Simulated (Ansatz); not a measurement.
Start of a relaxation of Ag4O3:

```
Ag O
1.0
     4.87367    0.00000    0.00000
     0.00000    4.87367    0.00000
     0.00000    0.00000    4.87367
Ag O
4 3
Cartesian
  3.5124 3.5124 3.5124
  1.3613 1.3613 3.5124
  1.3613 3.5124 1.3613
  3.5124 1.3613 1.3613
  0.0000 0.0000 2.4368
  2.4368 0.0000 0.0000
  0.0000 2.4368 0.0000
```

The calculation used DFT PBE, scalar-relativistic, plane waves, PAW in Ansatz 0.2.0. Cutoff 420 eV, Gaussian smearing, Γ-centred meshes. Cell and atoms relax on a converged mesh. In metals the finer mesh still leaves noise of several meV/atom or more. The steps can't lower the symmetry of their start. No spin polarisation.

A guess keeps its type if space group and coordination stay and the shape of the cell changes little (axis ratios within about 15 %, angles within 6°); the volume may change.

Problem. Does it keep its structure type, or change into something else?

Solution. It keeps its type. The symmetry stays P-43m (No. 215). The volume per atom shrinks by 5.7 %, from 16.5 to 15.6 Å³. The shortest distance goes from 2.21 Å (Ag–O) to 2.19 Å (Ag–O). Counting neighbours within 15 % of an atom's shortest distance, the start has Ag 3, O 4 and the end Ag 3, O 4.

Energies over the elements count from the elements' standard structures at the same level (O₂ as a molecule), with no fitted energy shifts.

Problem. At what energy does it end?

Solution. +0.22 eV/atom. A positive value: parting into the elements would lower its energy.

The last run used an 8×8×8 mesh for its 7-atom cell and Gaussian smearing of 0.10 eV. The cell is a metal run without spin; a magnetic state may lie lower. Symmetry constrained the relaxation, so the result can be a saddle point.
